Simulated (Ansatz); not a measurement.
Input and command of a plane-wave DFT calculation in Ansatz:

```yaml
crystal:
  lattice:
    - [8.8528622879, 0.0, 0.0]
    - [0.0, 5.5515261781, 0.0]
    - [0.0, 0.0, 4.3373682079]
  atoms:
    - { symbol: Ba, position: [0.25, 0.75, 0.0] }
    - { symbol: Ba, position: [0.25, 0.25, 0.0] }
    - { symbol: Ba, position: [0.75, 0.75, 0.0] }
    - { symbol: Ba, position: [0.75, 0.25, 0.0] }
    - { symbol: S, position: [0.25, 0.0, 0.5112664087] }
    - { symbol: S, position: [0.75, 0.0, 0.4887335913] }
basis:
  ecutwfc: 420
kpoints:
  mp_grid: { grid: [2, 4, 4] }
hamiltonian:
  xc: pbe
scf:
  occupations: { method: gaussian, width: 0.1 }
  lower_state_search: "off"
output:
  forces: true
  stress: true
  eigenvalues: true
relax:
  adjacent_minimum: "off"
  f_tol: 0.04
  max_steps: 70
  cell: { stress_tol: 0.4 }
```

```bash
ansatz run input.yaml --threads 1 --pin off --max-ram 2560MiB --backend cpu --events-out ev --progress --plain --runs-dir out
```

Processor: Arm Neoverse V1, 1 thread, on a host shared with other jobs.

Question: Estimate time, memory and problem size.

Answer: About 4.6 min on 1 thread of Arm Neoverse V1, on a shared host, peak memory 0.48 GiB. It solves 32 bands at 18 k points (the mesh reduced by the symmetry that the task leaves, which can be less than the crystal's) with about 4621 plane waves (on the last cell), in 157 SCF iterations over 22 ionic steps.
